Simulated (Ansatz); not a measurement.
# Property card for YSi2

YSi$_{2}$:
```
YSi2
1.0
   -1.67957     1.67957     4.92297
    1.67957    -1.67957     4.92297
    1.67957     1.67957    -4.92297
Y Si
1 2
Cartesian
  0.00000   0.00000   0.00000
  0.00000   0.00000   2.92274
  0.00000   0.00000   6.92321
```

Space group I4/mmm (No. 139), MoSi2 or CaC2 type; conventional cell a = b = 3.3591 Å, c = 9.8459 Å, α = β = γ = 90.00°.

Method: PBEsol (plane waves, PAW; program Ansatz). The cell and atoms are relaxed at this level. Other levels are named where they apply.

### Cell and energy

- Volume per atom: 18.52 Å³
- Density: 4.34 g/cm³
- Formation energy from the elements (no fitted shifts): -0.41 eV/atom

### Electronic structure

* **Electronic character**: metallic (no gap)
* **Density of states at the Fermi level**: 0.71 states/eV per atom (mean over ±0.08 eV)

### Mechanics

* **Bulk modulus (Birch–Murnaghan fit)**: 89.5 GPa
* **Pressure derivative B′**: 3.9

### Phonons

* **Highest zone-centre frequency**: 304 cm⁻¹
* **Zone-centre stability**: no imaginary mode at Γ

A made-up cell: these elements were put on the sites of a structure type; neither database checked (COD, Materials Project) lists it. COD files the formula under space group No. 191, so this cell is another polymorph or a model. Its standing as an ambient phase is unchecked. Symmetry was held in the PBEsol relaxation. No spin polarisation was allowed. As this level gives no gap, phonon frequencies hold no LO–TO term and depend on the k-mesh and smearing (Fermi–Dirac, 0.1 eV here). The references are the lowest solids computed at this level, not always the standard phases. Scalar-relativistic: spin–orbit coupling is off unless named, which matters more the heavier the elements.

Potentials: the later of the program's two PAW sets.
